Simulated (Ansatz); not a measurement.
Question: Each is relaxed and computed with plane-wave PAW PBE (Ansatz code). Which is the only one with a gap?
A. LiBr, rock salt
B. BP, rock salt
C. YbAs, rock salt
D. TiGe, rock salt

Answer: A, LiBr, rock salt. LiBr: gap 4.91 eV; YbAs: metal; BP: metal; TiGe: metal. Caveat: open 4f shells can settle in a state that is not the lowest. Constructed cells (a structure type filled with these elements, in neither database checked): TiGe, rock salt. Typed or built starts, not in the databases checked: BP, rock salt. Not the usual ambient phase: BP, rock salt. Standing as an ambient phase not checked: YbAs, rock salt. Began spin-polarised and lost the moments: YbAs, rock salt. All cells were relaxed under the symmetry of their starts (and spin orders); stability against distortions was not tested throughout. Rows with no word on spin ran without spin polarisation. No Hubbard U is applied. Scalar-relativistic: spin–orbit coupling is off unless named, which matters more the heavier the elements.

Potentials: the later of the program's two PAW sets.
